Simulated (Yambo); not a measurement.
```
LiHS
1.0
    6.10113     0.00000     0.00000
    0.00000     3.92342     0.00000
    0.00000     0.00000     7.83277
H Li S
4 4 4
Direct
  0.00000   0.01052   0.93413
  0.00000   0.98948   0.43413
  0.50000   0.87503   0.49904
  0.50000   0.12497   0.99904
  0.24984   0.49683   0.24852
  0.75016   0.50317   0.74852
  0.75016   0.49683   0.24852
  0.24984   0.50317   0.74852
  0.00000   0.00315   0.76280
  0.00000   0.99685   0.26280
  0.50000   0.53297   0.49959
  0.50000   0.46703   0.99959
```

Response from Yambo on norm-conserving PBEsol (Quantum ESPRESSO, 74 Ry, scalar-relativistic) bands: 4×4×2 mesh, 130 bands, 3 Ry local-field block, 0.2 eV broadening.

### Question
Give the static electronic dielectric constant without and with local fields along each axis.

### Answer
```
field along  ε(0), independent particles  ε(0), RPA with local fields  refractive index √ε
-----------  ---------------------------  ---------------------------  -------------------
x                                   3.51                         2.96                 1.72
y                                   3.75                         3.08                 1.75
z                                   3.74                         3.06                 1.75
```
Electronic (clamped-ion) response only. PBEsol gaps are usually too small, which raises these values. Convergence of the RPA response with its 4×4×2 mesh was not tested. x, y and z are Cartesian axes of the cell as given.

Geometry of the Materials Project entry, not relaxed at this level.
